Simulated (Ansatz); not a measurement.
Starting cell, Bi2Se3 (Bi2Te3 type, space group R-3m):

```xyz
5
Lattice="2.0408 1.1782 9.2214 -2.0408 1.1782 9.2214 0.0000 -2.3565 9.2214" Properties=species:S:1:pos:R:3 pbc="T T T"
Bi     0.0000     0.0000    11.1170
Bi     0.0000     0.0000    16.5470
Se     0.0000     0.0000     0.0000
Se     0.0000     0.0000     5.7490
Se     0.0000     0.0000    21.9151
```

Scan: atom 1 (Bi, nearest neighbour Se at 2.835 Å; its periodic images, 4.1 Å or more away, move with it) is displaced along Cartesian [111], direction (0.577, 0.577, 0.577) in Cartesian axes, by s. The other atoms stay.

All values below come from PBEsol-D3(BJ) (plane waves to 420 eV, PAW, scalar-relativistic; Ansatz, a first-principles code). k mesh 8×8×8 (Γ-centred), Fermi-Dirac smearing 0.05 eV. Energies are smeared free energies. With partly filled bands, energies and forces of such displacements shift with the k mesh and the smearing. At this level the bands of Bi2Se3 touch or barely overlap; measurements give the solid a gap. Bi2Se3 was relaxed with its symmetry unable to fall. Spin-orbit coupling is left out, though Bi is heavy. The PAW data are Ansatz's earlier set. The zero of ΔE is the undisplaced structure. The last digit holds for this mesh only.

```csv
s (Å),ΔE (meV/cell)
-0.570,withheld
-0.456,529.6
-0.342,296.8
-0.228,132.6
-0.114,33.6
0.000,0.0
0.114,35.6
0.228,148.4
0.342,349.9
0.456,654.1
0.570,1075.5
```

### Question
Fit a polynomial form (powers 2, 3, 4) to the given rows and predict ΔE at s = -0.570.

### Answer
Least squares on the 10 given rows: ΔE = (2671)·s² + (653.5)·s³ + (825.3)·s⁴, in meV/cell with s in Å; root-mean-square residual 0.55 meV/cell. At -0.570 the fit gives 833.9 meV/cell; the calculation gives 837.9 meV/cell, so the extrapolation is off by -4.0 (-0.5 %). The quadratic term alone would give 867.8 meV/cell.

(A displaced cell: forces are minus the slopes of the energy, force constants its curvatures, and phonons follow from these.)
